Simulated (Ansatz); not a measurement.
BaTiO₃ in space group Amm2 (No. 38; Ba on 2a, Ti on 2b, O on 4e, O on 2a), DFT-LDA in the program Ansatz with PAW potentials. The conduction-band minimum lies at Γ, with 1 equivalent valley. Second derivatives d²E/dk² of the lowest band at one valley (eV·Å²), along Cartesian directions:

| direction | d²E/dk² |
|---|---|
| [100] | 18.19 |
| [010] | 7.656 |
| [001] | 11.12 |
| [110] | 12.92 |
| [101] | 14.65 |
| [011] | 9.334 |

Q: Find the principal effective masses, the density-of-states mass and the conductivity mass.

A: Off-diagonal terms follow from H_xy = H[110] − (H_xx + H_yy)/2, and m*/mₑ = 7.620 eV·Å² over each eigenvalue: 0.42, 0.69, 1.00. One valley's DOS mass (m₁m₂m₃)^(1/3) = 0.66, conductivity mass 3/(Σ 1/mᵢ) = 0.62 mₑ.

Q: What effective density of states Nc follows at 300 K for parabolic valleys?

A: Nc = 2.509e19 × 1 × (0.66)^(3/2) ≈ 1.3e19 cm⁻³.

This is a known low-temperature phase of the composition, computed here at zero pressure and temperature. The LDA relaxation kept the symmetry of its start. At this level the phase is dynamically unstable (imaginary phonons). The run is not spin-polarised. Spin–orbit coupling is left out wherever it is not named.

Potentials: the earlier of the program's two PAW sets.

Edges and masses are those of Kohn–Sham bands, whose gap is no quasiparticle gap.
